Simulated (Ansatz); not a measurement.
## LaH$_{3}$Pd, a known structure type with other elements, at an estimated volume

```
Pd H La
1.0
     3.75902    0.00000    0.00000
     0.00000    3.75902    0.00000
     0.00000    0.00000    3.75902
Pd H La
1 3 1
Direct
  0.00000 0.00000 0.00000
  0.50000 0.00000 0.00000
  0.00000 0.50000 0.00000
  0.00000 0.00000 0.50000
  0.50000 0.50000 0.50000
```

The numbers come from plane-wave PAW DFT (Ansatz): r2SCAN, spin-orbit coupling, 500 eV, 9×9×9 Γ-centred k points, fermi-dirac occupations (width 0.1 eV). Nothing was relaxed.

The state carries no moments; the state need not be the lowest.

(1) Is it stable against the elements?

(2) Is the cell too large or too small?

(3) Metal or insulator?

(4) Which element gives electrons and which takes them?

Origin: a known structure type with other elements, at an estimated volume, so it need not be a known compound. Caveats: f levels without a U or exact exchange are poorly placed.

Results:

(1) -0.55 eV an atom against the elements' usual phases (free molecules for gases, crystals otherwise, with no correction for O₂ or N₂), so it is bound against them; other compounds may still compete. Relaxing would lower it.

(2) The pressure is 7.6 GPa (compression positive), so with the atoms held at these fractions the cell would first expand.

(3) It is a metal, with about 1.2 states/eV a cell as the mean within 0.25 eV of the Fermi level, mostly La d (69 %) and Pd d (17 %).

(4) Bader charges in e: La +1.53, Pd -0.40, H -0.38. In the mean La gives up most and Pd takes most.
